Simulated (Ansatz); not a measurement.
Compressing NiO: a fit and a missing row

NiO, Fm-3m, a = 4.267 Å. Ansatz: PBE+U, PAW, 420 eV, Γ-centred 12×12×12 mesh on 2 atoms, Gaussian smearing 0.02 eV; U_eff Ni 6.20 eV; collinear spin, largest moment 1.7 μB. Symmetry fixes shape and atoms, so the cell is only scaled; pressure is positive in compression.

| V (Å³/atom) | P (GPa) |
| --- | --- |
| 8.549 | ? |
| 8.840 | 21.08 |
| 9.132 | 12.87 |
| 9.423 | 5.92 |
| 9.715 | 0.03 |
| 10.006 | -4.97 |
| 10.297 | -9.22 |
| 10.686 | -13.89 |

Task: Take V0 = 9.715 Å³/atom, count pressures from its P0 = 0.03 GPa, fit the third-order Birch–Murnaghan form to the other rows, and predict the missing pressure.

Result: With the Eulerian strain f = ½[(V0/V)^(2/3) − 1] and y = (P − P0)/[3f(1 + 2f)^(5/2)], the form is the line y = B0 + 1.5 B0 (B0′ − 4) f. Rows (f, y): 0.03247, 184.6; 0.02106, 183.3; 0.01028, 181.5; -0.00974, 179.7; -0.01902, 178.6; -0.03077, 176.7. Means f = 0.0007133, y = 180.73; Σ(Δf)² = 0.003004, ΣΔfΔy = 0.3622; the slope is their ratio. y = 180.6 + 120.6 f GPa, so B0 = 180.6 GPa and B0′ = 4 + 2 × (120.6)/(3 × 180.6) = 4.45. At V = 8.549, f = 0.04449, y = 185.97 and P = 30.75 GPa. The run gave 30.79 GPa, so the fit is 0.04 GPa too low, a small miss on the scale of the series.

The state reached may not be the lowest one. The cell holds one magnetic atom, so it can only be ferromagnetic; an antiferromagnetic order may lie lower.

Cost: 8 runs of about 3.2 core-minutes in all, on AMD EPYC 7R43 (Zen 3) (shared hosts).